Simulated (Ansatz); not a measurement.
## Computed properties of GdCu

GdCu:
```
CELL_PARAMETERS angstrom
      3.48839     0.00000     0.00000
      0.00000     3.48839     0.00000
      0.00000     0.00000     3.48839
ATOMIC_POSITIONS crystal
  Gd 0.50000 0.50000 0.50000
  Cu 0.00000 0.00000 0.00000
```
The run is spin-polarised; directions of the spins, atom by atom: ↑ 0.

Space group Pm-3m (No. 221), CsCl type; conventional cell a = b = c = 3.4884 Å, α = β = γ = 90.00°.

Method: plane-wave PAW r²SCAN (Ansatz code). Structure relaxed to zero pressure with the same functional. Other levels are named where they apply.

Cell and energy:

```
Item                                                          Result
-----------------------------------------------------  -------------
Volume per atom                                             21.22 Å³
Density                                                   8.64 g/cm³
Formation energy from the elements (no fitted shifts)  -0.14 eV/atom
```

Electronic structure:

```
Item                                                                         Value
------------------------------------  --------------------------------------------
Electronic character                                             metallic (no gap)
Density of states at the Fermi level  0.73 states/eV per atom (mean over ±0.08 eV)
```

Magnetism:

```
Quantity                  Result
--------------  ----------------
Magnetic order     ferromagnetic
Net moment      3.65 μB per atom
```

Mechanics:

```
Quantity                               Value
----------------------------------  --------
Bulk modulus (Birch–Murnaghan fit)  711 kbar
Pressure derivative B′                   3.9
```

Charges:

```
Item                          Value
-------------  --------------------
Bader charges  Gd +1.31, Cu -1.31 e
```

The workflow started from an entry of the Crystallography Open Database (COD). Whether it is the stable phase at ambient conditions was not checked. The r²SCAN relaxation kept the symmetry of its start; its stability against distortions is not shown here. The final state is ferromagnetic, the only order run, not a proven ground state. The 4f shell is in the valence, and the state reached may lie above the lowest one. Other orbital occupations within this spin state were not tried. No Hubbard U is applied. The references are the lowest solids computed at this level, not always the standard phases. Scalar-relativistic: spin–orbit coupling is off unless named, which matters more the heavier the elements.

Potentials: the later of the program's two PAW sets.
